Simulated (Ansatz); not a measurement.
Given:

InMo₃C:
```cif
data_CInMo3
_chemical_formula_sum 'In1 Mo3 C1'
_space_group_name_H-M_alt 'P 1'
_space_group_IT_number 1
_cell_length_a 4.19847
_cell_length_b 4.19847
_cell_length_c 4.19847
_cell_angle_alpha 90.000
_cell_angle_beta 90.000
_cell_angle_gamma 90.000
loop_
_space_group_symop_operation_xyz
  'x, y, z'
loop_
_atom_site_label
_atom_site_type_symbol
_atom_site_fract_x
_atom_site_fract_y
_atom_site_fract_z
_atom_site_occupancy
In1 In 0.00000 0.00000 0.00000 1
Mo1 Mo 0.00000 0.50000 0.50000 1
Mo2 Mo 0.50000 0.00000 0.50000 1
Mo3 Mo 0.50000 0.50000 0.00000 1
C1 C 0.50000 0.50000 0.50000 1
```

This is the r²SCAN-relaxed structure.

### Question
All from plane-wave PAW r²SCAN (Ansatz code), unless another level is named. Predict the electronic character.

### Answer
metallic (no gap).

### Question
Next, the density of states at the Fermi level?

### Answer
0.69 states/eV per atom (mean over ±0.08 eV).

### Question
Next, the gap with spin–orbit coupling?

### Answer
none (metallic).

Space group Pm-3m (anti-perovskite). The start of the workflow was typed in or built on a structure type; neither database checked (COD, Materials Project) lists it. Its standing as an ambient phase is unchecked. Symmetry was held in the r²SCAN relaxation; its stability against distortions is not shown here. No spin polarisation was allowed. Its formation energy is positive at this level, so the cell may be metastable or incomplete. Spin–orbit coupling is left out wherever it is not named.

Potentials: the earlier of the program's two PAW sets. The files were generated under PBE; for other functionals the program regenerates the frozen cores, and for LDA and PBEsol the local potential too.
